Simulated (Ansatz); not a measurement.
ZnO:
```cif
data_O2Zn2
_chemical_formula_sum 'Zn2 O2'
_space_group_name_H-M_alt 'P63mc'
_space_group_IT_number 186
_space_group_name_Hall 'P 6c -2c'
_cell_length_a 3.23490
_cell_length_b 3.23490
_cell_length_c 5.21190
_cell_angle_alpha 90.000
_cell_angle_beta 90.000
_cell_angle_gamma 120.000
loop_
_atom_site_label
_atom_site_type_symbol
_atom_site_symmetry_multiplicity
_atom_site_Wyckoff_symbol
_atom_site_fract_x
_atom_site_fract_y
_atom_site_fract_z
_atom_site_occupancy
Zn1 Zn 2 b 0.66667 0.33333 0.00238 1
O1 O 2 b 0.33333 0.66667 0.12282 1
```

Relaxed with r²SCAN.

### Question
Decompose the optical modes at the zone centre into irreducible representations, and say which are infrared and Raman allowed.

### Answer
Point group 6mm: Γ_opt = A1 + 2B1 + E1 + 2E2. Infrared: A1, E1. Raman: A1, E1, E2.

### Question
Assign frequencies (DFPT, the program Ansatz at the r²SCAN level (PAW); without the LO–TO term).

### Answer
E2 92, B1 259, A1 376, E1 398, E2 430, B1 544 cm⁻¹.

Subscripts of B labels follow the axes of the standard setting.

Space group P6_3mc (wurtzite). The cell was relaxed with r²SCAN under the symmetry of its start; phonons on a q-mesh show no instability.

Potentials: the later of the program's two PAW sets.
